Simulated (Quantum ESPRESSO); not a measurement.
## Calculated data, AlZn₃OF₇ (made-up cell), Si₃NO₄F (made-up cell)

Computed with Quantum ESPRESSO 7.5. Calculation on a made-up crystal cell, not a measurement, with one named mistake planted (healthy values lack it): periodic Kohn-Sham density functional theory in plane waves with PseudoDojo standard norm-conserving scalar-relativistic pseudopotentials, each functional with its own files (v0.5 for PBE, v0.4.1 for LDA and PBEsol), no spin polarisation, no spin-orbit coupling, atoms not relaxed, stress positive in tension, energies less a fixed whole-eV offset for each atom's element; levels are Kohn-Sham levels at fractions of this cell's reciprocal vectors, counted from the reference band (half the neutral cell's valence electrons, rounded up) at Gamma; error bars cover cutoff and k-mesh only, not smearing or the files; each bar is the largest change over components, and at least 0.002 eV, 0.002 eV per angstrom or 0.02 GPa; a charged cell sits in a uniform background, with energy and stress on this program's zero of potential; no dispersion term; energies are for the whole cell, and the offsets were chosen from early runs and are not element reference energies; a distance is the largest change of any value in units of its error bar (the energy's for the smearing term), a scale change is of lengths, and a coarse mesh keeps the half-step shift; machines and their load varied, so run times do not measure scaling.

Common to all entries: intended functional pbe; intended cutoff 1143 eV; intended fermi dirac smearing 0.025 eV; intended scf tolerance 1e-07 eV; intended electrons removed 0; healthy scf iterations 12; healthy smearing term minus ts 0 eV; intended k mesh 5 x 5 x 4, shifted by half a step; structure shown as intended, without the mistake.

(1) AlZn₃OF₇ (made-up cell)

Intended structure:
```
CELL_PARAMETERS angstrom
4.83990 -0.05020 -0.01470
-0.05020 4.79720 0.00860
-0.01960 0.01140 6.44580
ATOMIC_POSITIONS crystal
Zn 0.02040 0.98780 0.99750
Zn 0.49514 0.48487 0.27415
Zn 0.98688 0.00619 0.50465
Al 0.48400 0.52708 0.74664
O 0.32681 0.31126 0.00447
F 0.69257 0.71597 0.01224
F 0.78026 0.21431 0.25215
F 0.23817 0.79402 0.26325
F 0.29739 0.30209 0.49331
F 0.68205 0.68133 0.49688
F 0.80969 0.20119 0.76172
F 0.22613 0.81205 0.75433
```

```
lattice type                                               : rutile, doubled along c
healthy free energy less offsets                           : 33.321 eV
healthy pressure                                           : -6.62 GPa
healthy stress xx                                          : 4.5 GPa
healthy stress yy                                          : 5.31 GPa
healthy stress zz                                          : 10.06 GPa
healthy stress yz                                          : -1.15 GPa
healthy stress xz                                          : -0.48 GPa
healthy stress xy                                          : 1 GPa
healthy reference band                                     : 59
fault kind                                                 : wrong charge
fault electrons removed                                    : 1
faulty run command                                         : mpirun -np 4 pw.x -nk 4 -in in
faulty run processor                                       : Intel Xeon, 2023 or later, virtual cores
faulty free energy less offsets                            : 28.18 eV
faulty scf iterations                                      : 16
faulty smearing term minus ts                              : -0.03574 eV
faulty pressure                                            : -20.45 GPa
faulty stress xx                                           : 19.4 GPa
faulty stress yy                                           : 19.44 GPa
faulty stress zz                                           : 22.51 GPa
faulty stress yz                                           : -0.08958 GPa
faulty stress xz                                           : 0.4903 GPa
faulty stress xy                                           : -1.137 GPa
faulty reference band                                      : 59
other mistakes compared                                    : 7
distance from healthy                                      : 1671 error bars
distance from nearest other mistake                        : 1562 error bars
healthy error bar energy                                   : 0.003077 eV
healthy error bar stress                                   : 0.02 GPa
healthy error bar force                                    : 0.002 eV/Å
healthy error bar next band up                             : 0.002 eV
faulty wall time of scf and band steps on a shared machine : 169.5 s
```

Atoms:
```csv
atoms element,atom site,atom energy offset (eV)
Zn,1,-5687
Zn,2,-5687
Zn,3,-5687
Al,4,-64
O,5,-452
F,6,-677
F,7,-677
F,8,-677
F,9,-677
F,10,-677
F,11,-677
F,12,-677
```

Healthy forces:
```csv
site,x (eV/Å),y (eV/Å),z (eV/Å)
1,0.826,1.551,1.31
2,-0.744,-0.561,-4.069
3,0.043,0.403,-0.985
4,-0.671,-1.756,3.247
5,-0.1,0.609,-2.288
6,0.376,0.015,-1.773
7,1.542,-1.336,0.96
8,-1.521,1.134,0.638
9,-0.101,0.153,2.525
10,0.277,0.3,2.866
11,-0.627,0.55,-1.249
12,0.7,-1.063,-1.182
```

Healthy levels:
```csv
level k point,next band up (eV)
Gamma,0.428
"(1/2,1/2,1/2)",3.148
"(0.15,0,0)",0.8
"(0,0.15,0)",0.794
"(0,0,0.15)",0.635
```

Faulty forces:
```csv
site,x (eV/Å),y (eV/Å),z (eV/Å)
1,0.07719,0.788,1.193
2,-0.2416,-0.08339,-3.012
3,-0.05134,0.2533,-0.8725
4,0.1266,-0.8367,1.632
5,-0.02082,0.4932,-1.607
6,0.0444,-0.3103,-1.7
7,1.204,-1.032,0.3866
8,-1.294,0.8677,0.04888
9,-0.01634,0.2217,2.534
10,0.1166,0.1345,2.629
11,-0.618,0.6065,-0.6305
12,0.6732,-1.102,-0.6022
```

Faulty levels:
```csv
level k point,next band up (eV)
Gamma,2.644
"(1/2,1/2,1/2)",5.573
"(0.15,0,0)",2.952
"(0,0.15,0)",2.954
"(0,0,0.15)",2.83
```

(2) Si₃NO₄F (made-up cell)

Intended structure:
```
CELL_PARAMETERS angstrom
4.88460 -0.02620 -0.05890
-2.46500 4.29430 0.04940
-0.06460 0.02530 5.36380
ATOMIC_POSITIONS crystal
Si 0.48309 0.99842 0.64988
Si 0.99490 0.48455 0.32588
Si 0.53158 0.51632 0.00037
O 0.41595 0.26768 0.78699
O 0.75044 0.13850 0.45540
F 0.84406 0.58457 0.11004
O 0.25771 0.41297 0.20683
O 0.14346 0.72936 0.54415
N 0.58927 0.87368 0.88112
```

```
lattice type                                               : quartz
healthy free energy less offsets                           : 8.756 eV
healthy pressure                                           : 14.99 GPa
healthy stress xx                                          : -23.57 GPa
healthy stress yy                                          : -1.34 GPa
healthy stress zz                                          : -20.05 GPa
healthy stress yz                                          : 1.83 GPa
healthy stress xz                                          : -13.31 GPa
healthy stress xy                                          : -5.97 GPa
healthy reference band                                     : 24
fault kind                                                 : coarse kmesh
fault k points along each vector                           : 1
faulty run command                                         : pw.x -nk 1 -in in
faulty run processor                                       : AMD EPYC, Zen 5 class, virtual cores
faulty free energy less offsets                            : 8.586 eV
faulty scf iterations                                      : 11
faulty smearing term minus ts                              : 0 eV
faulty pressure                                            : 15.41 GPa
faulty stress xx                                           : -22.87 GPa
faulty stress yy                                           : -1.692 GPa
faulty stress zz                                           : -21.66 GPa
faulty stress yz                                           : 1.841 GPa
faulty stress xz                                           : -11.92 GPa
faulty stress xy                                           : -5.411 GPa
faulty reference band                                      : 24
other mistakes compared                                    : 7
distance from healthy                                      : 449.2 error bars
distance from nearest other mistake                        : 449.9 error bars
healthy error bar energy                                   : 0.002048 eV
healthy error bar stress                                   : 0.02 GPa
healthy error bar force                                    : 0.002 eV/Å
healthy error bar next band up                             : 0.002 eV
faulty wall time of scf and band steps on a shared machine : 25.6 s
```

Atoms:
```csv
atoms element,atom site,atom energy offset (eV)
Si,1,-115
Si,2,-115
Si,3,-115
O,4,-452
O,5,-452
F,6,-677
O,7,-452
O,8,-452
N,9,-283
```

Healthy forces:
```csv
site,x (eV/Å),y (eV/Å),z (eV/Å)
1,-2.181,0.501,3.911
2,6.177,-4.217,4.797
3,-11.42,3.465,-6.917
4,0.659,-1.194,-1.646
5,0.814,3.488,-4.381
6,4.468,2.241,0.614
7,-0.175,-0.364,1.041
8,-1.865,-0.061,-1.764
9,3.523,-3.858,4.344
```

Healthy levels:
```csv
level k point,next band up (eV)
Gamma,2.048
"(1/2,1/2,1/2)",4.171
"(0.15,0,0)",2.393
"(0,0.15,0)",2.307
"(0,0,0.15)",2.263
```

Faulty forces:
```csv
site,x (eV/Å),y (eV/Å),z (eV/Å)
1,-2.297,0.01014,4.102
2,5.952,-4.196,4.713
3,-11.44,3.278,-7.319
4,1.348,-0.2956,-0.9915
5,1.483,3.008,-4.762
6,4.828,1.716,1.087
7,-0.4401,0.1201,0.6664
8,-2.261,0.2322,-1.565
9,2.823,-3.873,4.069
```

Faulty levels:
```csv
level k point,next band up (eV)
Gamma,2.053
"(1/2,1/2,1/2)",4.173
"(0.15,0,0)",2.399
"(0,0.15,0)",2.313
"(0,0,0.15)",2.268
```

(3) Si₃NO₄F (made-up cell)

Structure as in entry 2.

```
lattice type                                               : quartz
healthy free energy less offsets                           : 8.756 eV
healthy pressure                                           : 14.99 GPa
healthy stress xx                                          : -23.57 GPa
healthy stress yy                                          : -1.34 GPa
healthy stress zz                                          : -20.05 GPa
healthy stress yz                                          : 1.83 GPa
healthy stress xz                                          : -13.31 GPa
healthy stress xy                                          : -5.97 GPa
healthy reference band                                     : 24
fault kind                                                 : wrong functional
fault functional                                           : lda
faulty run command                                         : pw.x -nk 1 -in in
faulty run processor                                       : AMD EPYC, Zen 5 class, virtual cores
faulty free energy less offsets                            : 10.49 eV
faulty scf iterations                                      : 12
faulty smearing term minus ts                              : 0 eV
faulty pressure                                            : 6.189 GPa
faulty stress xx                                           : -14.46 GPa
faulty stress yy                                           : 6.803 GPa
faulty stress zz                                           : -10.91 GPa
faulty stress yz                                           : 2.19 GPa
faulty stress xz                                           : -13.05 GPa
faulty stress xy                                           : -5.588 GPa
faulty reference band                                      : 24
other mistakes compared                                    : 7
distance from healthy                                      : 845.1 error bars
distance from nearest other mistake                        : 836.4 error bars
healthy error bar energy                                   : 0.002048 eV
healthy error bar stress                                   : 0.02 GPa
healthy error bar force                                    : 0.002 eV/Å
healthy error bar next band up                             : 0.002 eV
faulty wall time of scf and band steps on a shared machine : 443.4 s
```

Atoms:
```csv
atoms element,atom site,atom energy offset (eV)
Si,1,-115
Si,2,-115
Si,3,-115
O,4,-452
O,5,-452
F,6,-677
O,7,-452
O,8,-452
N,9,-283
```

Healthy forces:
```csv
site,x (eV/Å),y (eV/Å),z (eV/Å)
1,-2.181,0.501,3.911
2,6.177,-4.217,4.797
3,-11.42,3.465,-6.917
4,0.659,-1.194,-1.646
5,0.814,3.488,-4.381
6,4.468,2.241,0.614
7,-0.175,-0.364,1.041
8,-1.865,-0.061,-1.764
9,3.523,-3.858,4.344
```

Healthy levels:
```csv
level k point,next band up (eV)
Gamma,2.048
"(1/2,1/2,1/2)",4.171
"(0.15,0,0)",2.393
"(0,0.15,0)",2.307
"(0,0,0.15)",2.263
```

Faulty forces:
```csv
site,x (eV/Å),y (eV/Å),z (eV/Å)
1,-2.056,0.4983,3.819
2,6.097,-4.137,4.724
3,-11.04,3.266,-6.72
4,0.9298,-1.038,-1.334
5,0.4852,3.658,-4.055
6,4.105,1.878,0.7512
7,-0.2991,-0.06765,0.8537
8,-1.491,-0.105,-2.002
9,3.266,-3.953,3.963
```

Faulty levels:
```csv
level k point,next band up (eV)
Gamma,1.896
"(1/2,1/2,1/2)",4.023
"(0.15,0,0)",2.243
"(0,0.15,0)",2.158
"(0,0,0.15)",2.114
```
